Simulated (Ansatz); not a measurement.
Relaxed-ion elastic tensor of MgTe (wurtzite, P6_3mc) in GPa (Voigt order), plane-wave PAW PBE (Ansatz code); density 3.66 g/cm³, 34.49 Å³ per atom.

|  | 1 | 2 | 3 | 4 | 5 | 6 |
|---|---|---|---|---|---|---|
| 1 | 51.2 | 27.6 | 23.0 | 0.0 | 0.0 | 0.0 |
| 2 | 27.6 | 51.2 | 23.0 | 0.0 | 0.0 | 0.0 |
| 3 | 23.0 | 23.0 | 55.4 | 0.0 | 0.0 | 0.0 |
| 4 | 0.0 | 0.0 | 0.0 | 10.6 | 0.0 | 0.0 |
| 5 | 0.0 | 0.0 | 0.0 | 0.0 | 10.6 | 0.0 |
| 6 | 0.0 | 0.0 | 0.0 | 0.0 | 0.0 | 11.8 |

Task: Is the crystal mechanically stable?

Result: Yes: the smallest eigenvalue of C is 10.6 GPa.

Task: Work out the Voigt, Reuss and Hill averages.

Result: K_V = 33.9, K_R = 33.9, K_H = 33.9; G_V = 12.2, G_R = 11.9, G_H = 12.1 GPa.

Task: Give Young's modulus, Poisson's ratio, Pugh's ratio and the universal anisotropy index.

Result: E = 9KG/(3K + G) = 32.4 GPa; ν = 0.34; K/G = 2.81 (ductile by the Pugh limit of 1.75); A_U = 5G_V/G_R + K_V/K_R − 6 = 0.13.

Task: Estimate the sound speeds and the Debye temperature.

Result: v_l = √((K + 4G/3)/ρ) = 3700 m/s, v_t = √(G/ρ) = 1820 m/s, mean 2040 m/s; Θ = (h/k)(3n/4πV)^(1/3) v_m = 187 K.

Task: Solve the Christoffel equation for the three sound speeds along x, y, z.

Result: Eigenvalues of C_ijkl n_j n_l equal ρv² (piezoelectric stiffening left out). In km/s, slowest first: x 1.70, 1.80, 3.74; y 1.70, 1.80, 3.74; z 1.70, 1.70, 3.89.

Task: How much does each axis shrink under pressure?

Result: Linear compressibilities β_i = Σ_j S_ij (j = 1 to 3): x 9.8, y 9.8, z 9.9 per TPa.

Symmetry was held in the PBE relaxation; of distortions, only those at the zone centre were tested. Spin–orbit coupling is left out wherever it is not named.

Potentials: the later of the program's two PAW sets.
